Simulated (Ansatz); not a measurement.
BAs:
```
CELL_PARAMETERS angstrom
      5.92213     0.00000     0.00000
      0.00000     5.92213     0.00000
      0.00000     0.00000     5.92213
ATOMIC_POSITIONS crystal
  B  0.25000 0.00000 0.50000
  B  0.50000 0.25000 0.00000
  B  0.50000 0.75000 0.00000
  B  0.75000 0.00000 0.50000
  B  0.00000 0.50000 0.75000
  B  0.00000 0.50000 0.25000
  As 0.25000 0.50000 0.00000
  As 0.00000 0.25000 0.50000
  As 0.00000 0.75000 0.50000
  As 0.75000 0.50000 0.00000
  As 0.50000 0.00000 0.75000
  As 0.50000 0.00000 0.25000
```

Relaxed with PBE. Special points in fractions of this cell's reciprocal vectors: Γ (0.000, 0.000, 0.000); X (0.000, 0.500, 0.000); M (0.500, 0.500, 0.000); R (0.500, 0.500, 0.500).

Q: List the band energies nearest the valence-band maximum at these points for DFT-PBE with spin–orbit coupling in the program Ansatz with PAW potentials.

A: In eV from the valence-band maximum; about four levels below and three above (degenerate sets whole), none deeper than 8.9 eV; points with the same levels are listed once.

```
k                                            below                                    above
-  -----------------------------------------------  ---------------------------------------
Γ                              0.00 0.00 0.00 0.00                      0.97 0.97 0.97 0.97
X                          -0.83 -0.83 -0.83 -0.83                      0.57 0.57 0.57 0.57
M                          -1.21 -1.21 -0.84 -0.84                      1.84 1.84 1.85 1.85
R  -2.50 -2.50 -2.50 -2.50 -2.50 -2.50 -2.50 -2.50  3.09 3.09 3.09 3.09 3.09 3.09 3.09 3.09
```

Space group Pm-3n. The start of the workflow was typed in or built on a structure type; neither database checked (COD, Materials Project) lists it. It is not the phase usual at ambient conditions (space group No. 216). The cell was relaxed with PBE under the symmetry of its start; its stability against distortions is not shown here. Its formation energy is positive at this level, so the cell may be metastable or incomplete.

Potentials: the earlier of the program's two PAW sets.
